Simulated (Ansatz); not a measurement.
In7Cu10:
```
CELL_PARAMETERS angstrom
      6.90495     5.92226     0.00000
     -6.90495     5.92226     0.00000
     -0.12104     0.00000     6.69130
ATOMIC_POSITIONS crystal
  In 0.56915 0.88031 0.38596
  In 0.43085 0.11969 0.61404
  In 0.88031 0.56915 0.61404
  In 0.11969 0.43085 0.38596
  In 0.53508 0.46492 0.28189
  In 0.46492 0.53508 0.71811
  In 0.29411 0.15738 0.19638
  In 0.70589 0.84262 0.80362
  In 0.15738 0.29411 0.80362
  In 0.84262 0.70589 0.19638
  In 0.23704 0.76296 0.06634
  In 0.76296 0.23704 0.93366
  In 0.16629 0.83371 0.49939
  In 0.83371 0.16629 0.50061
  Cu 0.99691 0.78278 0.84695
  Cu 0.00309 0.21722 0.15305
  Cu 0.78278 0.99691 0.15305
  Cu 0.21722 0.00309 0.84695
  Cu 0.48224 0.29217 0.93897
  Cu 0.51776 0.70783 0.06103
  Cu 0.29217 0.48224 0.06103
  Cu 0.70783 0.51776 0.93897
  Cu 0.88895 0.88895 0.50000
  Cu 0.11105 0.11105 0.50000
  Cu 0.59094 0.18211 0.27469
  Cu 0.40906 0.81789 0.72531
  Cu 0.18211 0.59094 0.72531
  Cu 0.81789 0.40906 0.27469
  Cu 0.95115 0.04885 0.83335
  Cu 0.04885 0.95115 0.16665
  Cu 0.50000 0.00000 0.00000
  Cu 0.00000 0.50000 0.00000
  Cu 0.64866 0.35134 0.60699
  Cu 0.35134 0.64866 0.39301
```

Relaxed with r²SCAN. Special points in fractions of this cell's reciprocal vectors: Γ (0.000, 0.000, 0.000); C (0.434, 0.434, 0.000); C2 (-0.434, 0.566, 0.000); Y2 (-0.500, 0.500, 0.000); M2 (-0.500, 0.500, 0.500); D (-0.427, 0.573, 0.500); D2 (0.427, 0.427, 0.500); A (0.000, 0.000, 0.500); L2 (0.000, 0.500, 0.500); V2 (0.000, 0.500, 0.000).

Q: List the band energies nearest the Fermi level at these points for r²SCAN in the plane-wave PAW code Ansatz.

A: In eV from the Fermi level; about four levels below and three above (degenerate sets whole), none deeper than 8.9 eV; points with the same levels are listed once.

```
k                     below           above
--  -----------------------  --------------
Γ   -0.79 -0.74 -0.35 -0.18  0.02 0.07 1.82
C   -0.56 -0.55 -0.16 -0.14  0.15 0.58 0.94
Y2  -0.47 -0.33 -0.25 -0.11  0.17 0.27 0.82
M2  -1.13 -0.86 -0.49 -0.43  0.29 0.37 0.57
D   -1.11 -0.86 -0.47 -0.43  0.31 0.40 0.56
A   -0.50 -0.27 -0.04 -0.01  0.11 0.27 0.29
L2  -0.46 -0.30 -0.18 -0.08  0.02 0.23 0.73
V2  -0.56 -0.54 -0.19 -0.15  0.26 0.29 0.84
```

Space group C2/m. The workflow started from a Materials Project entry (that database holds measured and hypothetical structures alike); the Crystallography Open Database copy checked does not list it. Its standing as an ambient phase is unchecked. Symmetry was held in the r²SCAN relaxation; its stability against distortions is not shown here. No spin polarisation was allowed. Scalar-relativistic: spin–orbit coupling is off unless named, which matters more the heavier the elements.

Potentials: the later of the program's two PAW sets.
